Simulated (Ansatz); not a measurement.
Crystals of one structure type (zinc blende) and one family of elements, relaxed and computed with the program Ansatz at the r²SCAN level (PAW).

```tsv
crystal	V (Å³/atom)	highest Γ mode, no LO–TO term (cm⁻¹)
BN	5.87	1042
GaN	11.38	545
BP	11.67	?
GaP	20.25	360
GaAs	22.73	265
InP	25.77	296
GaSb	28.83	223
```

Fit a straight line to ln ω against ln V and predict the withheld value.

Least squares on the 6 shown rows: ln ω = -0.92 × ln V + (8.567), with a scatter of 8 %. For BP this gives 548. The run itself gave 819, outside the scatter: the line misses something about this case.

All cells were relaxed under the symmetry of their starts (and spin orders); stability against distortions was not tested throughout. Spin–orbit coupling is left out wherever it is not named.

Potentials: the earlier of the program's two PAW sets.
